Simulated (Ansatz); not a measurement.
# Structures of Hf2W: which is lowest?

Plane-wave DFT in Ansatz with scalar-relativistic PAW potentials, cutoff 420 eV, Γ-centred meshes chosen by cell and gap, Gaussian smearing with energies taken to zero width. Every cell was relaxed (cell and atoms) in a run of its own, within the symmetry of its start. Functional: PBE.

Relaxed structures (starts from databases or built by putting these elements on another compound's sites):
A. Fm-3m, 3 atoms in the computed cell, a = 6.480 Å; sites (symmetry × multiplicity) Hf -43m × 8, W m-3m × 4; start: built
B. P6/mmm, 3 atoms in the computed cell, a = 4.881 Å, c = 2.821 Å; sites (symmetry × multiplicity) Hf -6m2 × 2, W 6/mmm × 1; start: built

Question: Rank them by energy. Could pressure change the order?

Answer:
| structure | group | E − E(lowest) (meV/atom) | V (Å³/atom) | gap on mesh (eV) |
| --- | --- | --- | --- | --- |
| B | P6/mmm | 0.0 | 19.40 | 0.00 |
| A | Fm-3m | 188 | 22.68 | 0.00 |

B is lowest, 188 meV/atom under A. The lowest is also the densest of these, so pressure wouldn't bring one of the others in at first order. Other structures may lie lower than all of these, and vibrations aren't counted.

Spin-orbit coupling is left out, which matters for the bands of heavy elements.